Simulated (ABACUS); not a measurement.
A self-consistent single point of Cd4Te3Se (Pm, 8 atoms in the cell; from Materials Project mp-1226783, changed as shown) with ABACUS.

Method: ABACUS with LDA (PW92), numerical atomic orbitals TZDP (confined pseudo-atomic orbitals with Gaussian additions; energy shift 0.01 Ry), PseudoDojo 0.4 standard norm-conserving LDA (tails mended) pseudopotentials.

The change in words: atom 5 moved by -0.04 angstrom along y. Reference geometry (Pmm2):
```xyz
8
Lattice="4.5719 0.0000 0.0000 0.0000 9.1541 0.0000 0.0000 0.0000 6.4310" Properties=species:S:1:pos:R:3 pbc="T T T"
Cd     0.0000     0.0000     6.2876
Cd     2.2860     6.9800     3.2735
Cd     2.2860     2.1741     3.2735
Cd     0.0000     4.5770     0.0385
Te     0.0000     6.9267     1.6063
Te     0.0000     2.2274     1.6063
Te     2.2860     4.5770     4.8048
Se     2.2860     0.0000     4.8339
```

Reference input (self-consistent single point, DFT, LDA (PW92), numerical atomic orbitals TZDP (confined pseudo-atomic orbitals with Gaussian additions; energy shift 0.01 Ry), PseudoDojo 0.4 standard norm-conserving LDA (tails mended) pseudopotentials): basis = TZDP numerical atomic orbitals, energy shift 0.01 Ry; KPT = MP 5 3 3 0 0 0; basis_type = lcao; dft_functional = PWLDA; ecutwfc = 100 Ry; smearing_method = gaussian; smearing_sigma = 0.00146997 Ry; potentials = PseudoDojo 0.4 standard norm-conserving LDA (tails mended); symmetry = 1; symmetry_prec = 1e-05; ks_solver = scalapack_gvx; scf_nmax = 100. This run's input differs from it in these lines:

```diff
@@ -55,3 +55,3 @@
 3
-   0.0000000000    0.7566800000    0.2497800000
+   0.0000000000    0.7523100000    0.2497800000
    0.0000000000    0.2433200000    0.2497800000
```

The program printed (abridged):

```
 SELF-CONSISTENT
 -------------------------------------------

                  longest orb rcut (Bohr) = 6.9
   longest nonlocal projector rcut (Bohr) = 2.3
                     search radius (Bohr) = 18.4

                          real space grid = [ 60, 120, 80 ]
                                 init_chg = atomic

 LCAO ALGORITHM --------------- ION=   1  ELEC=   1--------------------------------

 Density error is 0.0287055204912
 E_KohnSham     -2272.0687384915     -30913.0810911558
 E_Fermi        0.5223843658         7.1074039213

 LCAO ALGORITHM --------------- ION=   1  ELEC=   2--------------------------------

   [... lines left out ...]

   [... 7 blocks of this kind left out ...]

 LCAO ALGORITHM --------------- ION=   1  ELEC=  10--------------------------------

 Density error is 1.21316435592e-07
 E_KohnSham     -2272.1372772175     -30914.0136083640
 E_Fermi        0.5330403534         7.2523860705

 LCAO ALGORITHM --------------- ION=   1  ELEC=  11--------------------------------

 Density error is 3.93848654777e-08
 E_KohnSham     -2272.1372772175     -30914.0136083641
 E_KS(sigma->0) -2272.1372772175     -30914.0136083641
 E_entropy(-TS) -0.0000000000        -0.0000000000
 E_Fermi        0.5330403327         7.2523857889
 charge density convergence is achieved
 final etot is -30914.013608 eV
 EFERMI = 7.2523857889 eV

 STATE ENERGY(eV) AND OCCUPATIONS    NSPIN == 1
   [... 84 lines left out ...]

 TOTAL-FORCE (eV/Angstrom)
                       Cd1         0.0000000000        -0.0701976113         0.0913552419
                       Cd2         0.0000000000        -0.0441748658        -0.0318339596
                       Cd3         0.0000000000         0.0386925851        -0.0300578246
                       Cd4         0.0000000000        -0.0930102613        -0.0764336182
                       Te1         0.0000000000         0.2617181699         0.0133464701
                       Te2         0.0000000000        -0.0527144775        -0.0000441567
                       Te3         0.0000000000        -0.0209556213         0.0577087675
   [... lines left out ...]

 TOTAL-STRESS (KBAR)
       -36.1265593683         0.0000000000         0.0000000000
         0.0000000000       -35.9061464512         1.1660369211
         0.0000000000         1.1660369211       -36.0116705246
 TOTAL-PRESSURE: -36.014792 KBAR

 --------------------------------------------
 !FINAL_ETOT_IS -30914.0136083641373261 eV
 --------------------------------------------
```

The run converged in 11 iterations. Against the reference run the free energy hardly moves (within 1 meV/atom), the pressure moves little (-3.61 to -3.60 GPa) and the largest force goes from under 0.1 to 0.26 eV/Å.

Spin-orbit coupling is left out, which matters for bands and gaps with elements this heavy. The atom-centred basis is finite, which shifts total energies, pressures and forces against plane waves. The structure comes from a collection of computed structures, made at another level of theory; the collection holds predicted forms beside known ones.

Cost on one core: roughly 80 core-seconds.

The atomic orbitals were generated for these runs; they are not ABACUS's published sets and were checked against plane waves on a few crystals only.

“Tails mended”: in these copies of the files the far tail of each local potential was reset to the Coulomb form.
